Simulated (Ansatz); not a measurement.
**CuGe₃W₂: reading a single point**

```yaml
crystal:
  lattice:
    - [3.56054, 0.00000, 0.00000]
    - [0.00000, 3.56054, 0.00000]
    - [0.00000, 0.00000, 7.84421]
  atoms:
    - { symbol: Ge, position: [0.00000, 0.50000, 0.38350] }
    - { symbol: Ge, position: [0.50000, 0.00000, 0.61650] }
    - { symbol: W, position: [0.00000, 0.50000, 0.73150] }
    - { symbol: W, position: [0.50000, 0.00000, 0.26850] }
    - { symbol: Ge, position: [0.50000, 0.50000, 0.00000] }
    - { symbol: Cu, position: [0.00000, 0.00000, 0.00000] }
```

Level: r2SCAN, no spin polarisation; 500 eV; 9×9×5 Γ-centred mesh; fermi-dirac occupations (width 0.1 eV); Ansatz 0.2.0, fixed geometry.

Problem. Is there a gap?

Solution. It is a metal, with about 3.2 states/eV a cell as the mean within 0.25 eV of the Fermi level, mostly W d (62 %) and Ge p (22 %).

Problem. Describe some of the short contacts.

Solution. Ge–Cu at 2.52 Å: least valence density 0.34 e/Å³ and ELF 0.40 there. Ge–W at 2.67 Å: least valence density 0.40 e/Å³ and ELF 0.56 there. W–Cu at 2.76 Å: least valence density 0.29 e/Å³ and ELF 0.36 there. These are pseudo-fields; inside the PAW spheres they differ from the all-electron ones.

Problem. Is it stable against the elements?

Solution. 0.33 eV an atom against the elements' usual phases (free molecules for gases, crystals otherwise, with no correction for O₂ or N₂), so at this geometry it isn't bound against them. Relaxing would lower it.

Problem. Which element gives electrons and which takes them?

Solution. Bader charges in e: Cu -0.14, Ge -0.34 to -0.23, W +0.53. In the mean W gives up most and Ge takes most, against the order of Pauling's electronegativities.

Origin: a known structure type with other elements, at an estimated volume, so it need not be a known compound.
